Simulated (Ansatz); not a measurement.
# Pt, first-principles data

Pt:
```cif
data_Pt
_chemical_formula_sum 'Pt1'
_space_group_name_H-M_alt 'P 1'
_space_group_IT_number 1
_cell_length_a 2.70271
_cell_length_b 2.70271
_cell_length_c 2.70271
_cell_angle_alpha 109.471
_cell_angle_beta 109.471
_cell_angle_gamma 109.471
loop_
_space_group_symop_operation_xyz
  'x, y, z'
loop_
_atom_site_label
_atom_site_type_symbol
_atom_site_fract_x
_atom_site_fract_y
_atom_site_fract_z
_atom_site_occupancy
Pt1 Pt 0.00000 0.00000 0.00000 1
```

Space group Im-3m (No. 229), bcc (W type); conventional cell a = b = c = 3.1208 Å, α = β = γ = 90.00°.

Method: DFT-PBEsol in the program Ansatz with PAW potentials. The cell and atoms are relaxed at this level. Other levels are named where they apply.

### Cell and energy

* **Volume per atom**: 15.20 Å³
* **Density**: 21.32 g/cm³

### Electronic structure

- Electronic character = metallic (no gap)
- Density of states at the Fermi level = 0.95 states/eV per atom (mean over ±0.08 eV)
- Gap with spin–orbit coupling = none (metallic)

### Mechanics

- Bulk modulus (Birch–Murnaghan fit) = 2770 kbar
- Pressure derivative B′ = 5.3
- Elastic constants (relaxed ions, GPa) = C11 = 202, C12 = 315, C44 = 175
- Mechanical stability = unstable (C has a negative eigenvalue)

The workflow started from a Materials Project entry (that database holds measured and hypothetical structures alike); the Crystallography Open Database copy checked does not list it. It is not the phase usual at ambient conditions (space group No. 225). Symmetry was held in the PBEsol relaxation. The run is not spin-polarised. As this level gives no gap, shear constants depend on the k-mesh and smearing (Fermi–Dirac, 0.1 eV here). On the denser mesh and wider smearing of the elastic run this cell carries a stress of 0.4 GPa. Spin–orbit coupling is left out wherever it is not named.

Potentials: the later of the program's two PAW sets.
